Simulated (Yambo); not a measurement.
Ba$_{2}$OsH$_{6}$ (space group Fm-3m, No. 225): one transition space (6×6×6 mesh, 6 valence and 9 conduction bands, Tamm-Dancoff) with different kernels in Yambo, on PBEsol orbitals; field along x. BSE alone uses the static screening with 69 bands and a 3 Ry block; its scissor and those of RPA and TDDFT come from G0W0, that of the TDHF-type run from bare exchange.

```
kernel                                                    scissor (eV)  direct gap with it (eV)  lowest state (eV)
--------------------------------------------------------  ------------  -----------------------  -----------------
BSE (screened electron-hole attraction)                           0.98                     3.12                [?]
TDHF-type (unscreened attraction, exchange-only scissor)          7.31                     9.45                [?]
RPA (no attraction)                                               0.98                     3.12        3.12 (weak)
```

Q: Complete the blanks.

A: 
- BSE (screened electron-hole attraction), lowest state (eV): 2.29 (dark)
- TDHF-type (unscreened attraction, exchange-only scissor), lowest state (eV): 3.87 (dark)

RPA leaves the lowest state at the direct gap: no bound exciton. These are vertical excitations (zero momentum); the indirect quasiparticle gap, about 2.80 eV, is smaller than the direct one (3.12 eV on the GW mesh). Spin singlets only. Strong means a line over 3 % of the spectrum's maximum, dark under 0.03 %. Absolute energies carry the error of the G0W0 scissor, whose convergence isn't established. Convergence of the binding with the mesh was not shown.

Spin-orbit coupling is not included.

Geometry of the Materials Project entry, not relaxed at this level; primitive cell a = b = c = 5.722 Å, α = β = γ = 60.00°.

The structure is a Materials Project entry; no match was found in the copy of COD used, and its stability was not checked.
